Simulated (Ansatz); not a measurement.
An Ansatz (a first-principles code) run. Input:

Ansatz 0.2 input:
```yaml
crystal:
  lattice:
    - [4.0106019897, 0.0, 0.0]
    - [-2.0053009948, 3.4732832075, 0.0]
    - [0.0, 0.0, 5.0329937256]
  atoms:
    - { symbol: Pd, position: [0.0, 0.0, 0.0] }
    - { symbol: Te, position: [0.3333333333, 0.6666666667, 0.2672854349] }
    - { symbol: Te, position: [0.6666666667, 0.3333333333, 0.7327145651] }
kpoints:
  mp_grid: { grid: [9, 9, 6] }
  band_path:
    path:
      - [[0.0, 0.0, 0.0], [0.5, 0.0, 0.0], [0.3333333333, 0.3333333333, 0.0], [0.0, 0.0, 0.0], [0.0, 0.0, 0.5], [0.5, 0.0, 0.5], [0.3333333333, 0.3333333333, 0.5], [0.0, 0.0, 0.5]]  # Γ-M-K-Γ-A-L-H-A
      - [[0.5, 0.0, 0.5], [0.5, 0.0, 0.0]]  # L-M
      - [[0.3333333333, 0.3333333333, 0.5], [0.3333333333, 0.3333333333, 0.0]]  # H-K
    npoints: 8
basis: { xc_grid: 2 }
hamiltonian:
  xc: lda
  pseudopotentials: { kind: paw }
magnetization: { noncollinear: true, spin_orbit: true }
scf:
  n_extra_bands: 12
  convergence: { dr2_threshold: 0.0000000001 }
  occupations: { method: gaussian, width: 0.05 }
output: { eigenvalues: true }
```

Output (shortened):

```
Pseudopotentials: kind: paw_fr
Pseudopotential: Pd, paw_fr, valence charge 18
Pseudopotential: Te, paw_fr, valence charge 16
Functional definition: SPW92
non-collinear run that drives no moment, with spin-orbit …
Crystal: 3 atoms, lattice volume = 70.109 Å³
Basis set: ecut = 420 eV, 1397 PW (Γ), exchange–correlation on 54×54×72 points (8 copies of the dense FFT grid, shifted against one another)
Bands: 62, of which v1, the nominal top of the filled ones, is band 50 counted from 1 (49 counted from 0)
Symmetry: 12 space group operations + 12 with time reversal
k-points: 62 of 486
Projection manifold: j_resolved (fully-relativistic pseudo-atomic orbitals)
PAW frozen core: Pd, regenerated for the run's functional, and the local potential with it
PAW frozen core: Te, regenerated for the run's functional, and the local potential with it
Initial density: superposition of atomic densities (chi_scale 0.1, normalization cell, long waves kept (reshape's long-wave potential 0.00 eV rms))
Initial wavefunctions: pseudopotential atomic-orbital guess
Eigensolver: davidson
Functional: x = slater, c = lda
SCF iter   1: F=—  HF=-20511.670277 eV  |F-HF|=—  |Δ(HF+E_count)|=         —  Δρ=1.72e-1  dr2=3.17e1  dr2_m=0.00e0 (ungated)  ethr=3.10e-3  |M|=0.00e0 ∫|m|=0.00e0 μB  |m|>n=0.0e0 m-floor=0.0e0 τ_xc=0.0e0  β_m=0.30  ⟨swp⟩=9.0  Hψ=10131  notcnv=0  defer=34
all-band conjugate gradients solve this SCF's bands
preconditioner: auto → Resta (q_TF=auto, 2.579 Å⁻¹)
spin=Noncollinear: Resta preconditioning applied to the charge; magnetization (m_x, m_y, m_z) channels mix plain (no charge-response kernel on spin).
SCF iter   2: F=—  HF=-20507.403563 eV  |F-HF|=—  |Δ(HF+E_count)|=    4.27e0  Δρ=2.85e-2  dr2=2.07e-1  dr2_m=0.00e0 (ungated)  ethr=3.10e-3  |M|=0.00e0 ∫|m|=0.00e0 μB  |m|>n=0.0e0 m-floor=0.0e0 τ_xc=0.0e0  β_m=0.30  ⟨swp⟩=3.2  Hψ=4145  notcnv=0  defer=424
SCF iter   3: F=—  HF=-20507.357087 eV  |F-HF|=—  |Δ(HF+E_count)|=   4.65e-2  Δρ=1.97e-2  dr2=1.01e-1  dr2_m=0.00e0 (ungated)  ethr=4.13e-4  |M|=0.00e0 ∫|m|=0.00e0 μB  |m|>n=0.0e0 m-floor=0.0e0 τ_xc=0.0e0  β_m=0.62  ⟨swp⟩=2.2  Hψ=2417  notcnv=0  defer=404
SCF iter   4: F=—  HF=-20507.331704 eV  |F-HF|=—  |Δ(HF+E_count)|=   2.54e-2  Δρ=4.65e-3  dr2=6.44e-3  dr2_m=0.00e0 (ungated)  ethr=2.03e-4  |M|=0.00e0 ∫|m|=0.00e0 μB  |m|>n=0.0e0 m-floor=0.0e0 τ_xc=0.0e0  β_m=0.70  ⟨swp⟩=2.0  Hψ=3376  notcnv=0  defer=406
SCF iter   5: F=—  HF=-20507.330454 eV  |F-HF|=—  |Δ(HF+E_count)|=   1.25e-3  Δρ=4.85e-4  dr2=9.80e-5  dr2_m=0.00e0 (ungated)  ethr=1.29e-5  |M|=0.00e0 ∫|m|=0.00e0 μB  |m|>n=0.0e0 m-floor=0.0e0 τ_xc=0.0e0  β_m=0.85  ⟨swp⟩=2.3  Hψ=2148  notcnv=0  defer=406
SCF iter   6: F=—  HF=-20507.330464 eV  |F-HF|=—  |Δ(HF+E_count)|=   9.87e-6  Δρ=6.50e-5  dr2=2.96e-6  dr2_m=0.00e0 (ungated)  ethr=1.96e-7  |M|=0.00e0 ∫|m|=0.00e0 μB  |m|>n=0.0e0 m-floor=0.0e0 τ_xc=0.0e0  β_m=0.89  ⟨swp⟩=2.1  Hψ=2461  notcnv=0  defer=406
SCF iter   7: F=—  HF=-20507.330461 eV  |F-HF|=—  |Δ(HF+E_count)|=   2.42e-6  Δρ=2.30e-5  dr2=4.27e-7  dr2_m=0.00e0 (ungated)  ethr=5.93e-9  |M|=0.00e0 ∫|m|=0.00e0 μB  |m|>n=0.0e0 m-floor=0.0e0 τ_xc=0.0e0  β_m=0.93  ⟨swp⟩=2.9  Hψ=3381  notcnv=0  defer=406
SCF iter   8: F=—  HF=-20507.330461 eV  |F-HF|=—  |Δ(HF+E_count)|=   4.97e-8  Δρ=5.71e-6  dr2=3.08e-8  dr2_m=0.00e0 (ungated)  ethr=8.54e-10  |M|=0.00e0 ∫|m|=0.00e0 μB  |m|>n=0.0e0 m-floor=0.0e0 τ_xc=0.0e0  β_m=0.97  ⟨swp⟩=3.0  Hψ=3319  notcnv=0  defer=406
SCF iter  11: F=-20507.330461 eV  HF=-20507.330461 eV  |F-HF|=7.28e-12  |Δ(HF+E_count)|=  3.64e-12  Δρ=1.01e-7  dr2=6.24e-12  dr2_m=0.00e0 (ungated)  ethr=1.00e-12  |M|=0.00e0 ∫|m|=0.00e0 μB  |m|>n=0.0e0 m-floor=0.0e0 τ_xc=0.0e0  ⟨swp⟩=10.3  Hψ=6665  notcnv=0
SCF 1 converged in 11 iterations: F = -20507.330461 eV  dr2 = 6.24e-12
NSCF: frozen V_eff on 75 k-points
SCF converged after 11 iterations
Magnetization: |M| = 0.0000 μB,  M = (+0.0000, +0.0000, +0.0000) μB
Absolute magnetization: 0.0000 μB (∫|m|)
  site 0: m = (+0.0000, +0.0000, +0.0000) μB, |m| = 0.0000 μB  (R = 1.10 Å)
  site 1: m = (+0.0000, +0.0000, +0.0000) μB, |m| = 0.0000 μB  (R = 1.10 Å)
  site 2: m = (+0.0000, +0.0000, +0.0000) μB, |m| = 0.0000 μB  (R = 1.10 Å)
Free energy (F): -20507.330461 eV
Harris-Foulkes:  -20507.330461 eV  (|F-HF|=7.28e-12)
Internal energy: -20507.329550 eV  (E = F + TS)
E sigma→0 (E₀):  -20507.330006 eV
Entropy (-TS):   -0.000911 eV (-0.304 meV/atom)
Fermi energy:    13.348101 eV
--- Per-component energies (eV) ---
  E_band       = -663.623931
  E_kinetic    = 881.224157
  E_local      = -4605.838579  (includes V_loc(G=0)·N_el)
  E_nonlocal   = -387.243781
  E_hartree    = 2485.023924
  E_xc         = -417.994915
  E_vxc        = -424.337291  (∫ρ·V_xc dr)
  E_paw        = -12650.330811  (= ΣΔE_a)
  E_vpaw       = -1097.476063  (= ΣTr[D̂ρ^β])
  E_aug_tail   = -0.000213  (compensation charges beyond the density's cutoff)
  E_ewald      = -5814.224822
  E_core_change = 2.055491  (= ΣΔE_core)
  E_smearing   = -0.000911  (= −TS)
  E_closure    = 0.000000  (closes the sum)
  Σ components = -20507.330461   (vs F -20507.330461, Δ=0.00e0)
  [band-id]    e_kinetic+e_local+e_nonlocal+2·e_hartree+e_vxc+e_vpaw+e_augmentation_tail = -663.623922   (vs E_band -663.623931, Δ=9.64e-6)
--- Band table (eV; the first three rows and the last of 62) ---
  k-point 0: bands = ["-71.7051", "-71.7051", "-40.6560", "-40.6560", "-36.1454", "-36.1454", "-36.0918", "-36.0918", "-24.7271", "-24.7271", "-24.7128", "-24.7128", "-24.7040", "-24.7040", "-24.6958", "-24.6958", "-23.2522", "-23.2522", "-23.2512", "-23.2512", "-23.2423", "-23.2423", "-23.2249", "-23.2249", "-23.2204", "-23.2204", "-23.2195", "-23.2195", "-0.5018", "-0.5018", "3.1061", "3.1061", "6.9708", "6.9708", "8.0700", "8.0700", "8.1038", "8.1038", "9.7752", "9.7752", "9.8652", "9.8652", "10.9551", "10.9551", "12.7477", "12.7477", "13.6143", "13.6143", "13.7883", "13.7883", "14.1313", "14.1313", "15.4047", "15.4047", "16.2871", "16.2871", "18.5805", "18.5805", "19.7097", "19.7097", "19.8949", "19.8949"]
  k-point 1: bands = ["-71.7051", "-71.7051", "-40.6560", "-40.6560", "-36.1454", "-36.1454", "-36.0918", "-36.0918", "-24.7261", "-24.7261", "-24.7137", "-24.7137", "-24.7035", "-24.7035", "-24.6964", "-24.6964", "-23.2509", "-23.2509", "-23.2505", "-23.2505", "-23.2433", "-23.2433", "-23.2266", "-23.2266", "-23.2207", "-23.2207", "-23.2186", "-23.2186", "-0.3551", "-0.3551", "2.6172", "2.6172", "7.5421", "7.5421", "8.1118", "8.1118", "8.1307", "8.1307", "9.7730", "9.7730", "9.8533", "9.8533", "10.9798", "10.9798", "12.4548", "12.4548", "13.2239", "13.2239", "14.1040", "14.1040", "14.6149", "14.6149", "14.8066", "14.8066", "16.5196", "16.5196", "19.0072", "19.0072", "19.4680", "19.4680", "19.6386", "19.6386"]
  k-point 2: bands = ["-71.7051", "-71.7051", "-40.6560", "-40.6560", "-36.1454", "-36.1454", "-36.0919", "-36.0919", "-24.7236", "-24.7236", "-24.7162", "-24.7162", "-24.7020", "-24.7020", "-24.6979", "-24.6979", "-23.2500", "-23.2500", "-23.2461", "-23.2461", "-23.2454", "-23.2454", "-23.2311", "-23.2311", "-23.2208", "-23.2208", "-23.2172", "-23.2172", "0.0784", "0.0784", "1.6763", "1.6763", "8.1451", "8.1451", "8.1861", "8.1861", "8.6682", "8.6682", "9.7831", "9.7831", "9.8316", "9.8316", "11.0536", "11.0536", "12.1055", "12.1055", "12.8190", "12.8190", "13.3898", "13.3898", "14.8310", "14.8310", "15.2567", "15.2567", "17.2966", "17.2966", "18.9909", "18.9909", "19.1748", "19.1748", "19.5782", "19.5782"]
  k-point 61: bands = ["-71.7050", "-71.7050", "-40.6570", "-40.6570", "-36.1480", "-36.1480", "-36.0926", "-36.0926", "-24.7208", "-24.7208", "-24.7192", "-24.7192", "-24.6990", "-24.6990", "-24.6971", "-24.6971", "-23.2512", "-23.2512", "-23.2450", "-23.2450", "-23.2395", "-23.2395", "-23.2330", "-23.2330", "-23.2181", "-23.2181", "-23.2171", "-23.2171", "1.8466", "1.8466", "1.8581", "1.8581", "7.3751", "7.3751", "7.5285", "7.5285", "8.6346", "8.6346", "9.2392", "9.2392", "9.4607", "9.4607", "9.6005", "9.6005", "10.0817", "10.0817", "10.6707", "10.6707", "10.7690", "10.7690", "15.8560", "15.8560", "16.1759", "16.1759", "20.4844", "20.4844", "20.6968", "20.6968", "20.7552", "20.7552", "20.8427", "20.8427"]
  band table: 62 of 62 bands, residual norms ≤ 1.0e-3 eV
```

Cost: around 100 core-seconds (rough) on shared cores.

Space group P-3m1. The workflow started from an entry of the Crystallography Open Database (COD). Its standing as an ambient phase is unchecked. The cell was relaxed with LDA under the symmetry of its start; its stability against distortions is not shown here. No spin polarisation was allowed. A crystal of weakly bound layers computed without a dispersion correction: the cell and the soft elastic constants depend strongly on that.

Potentials: the later of the program's two PAW sets.

Ansatz is a plane-wave DFT program.
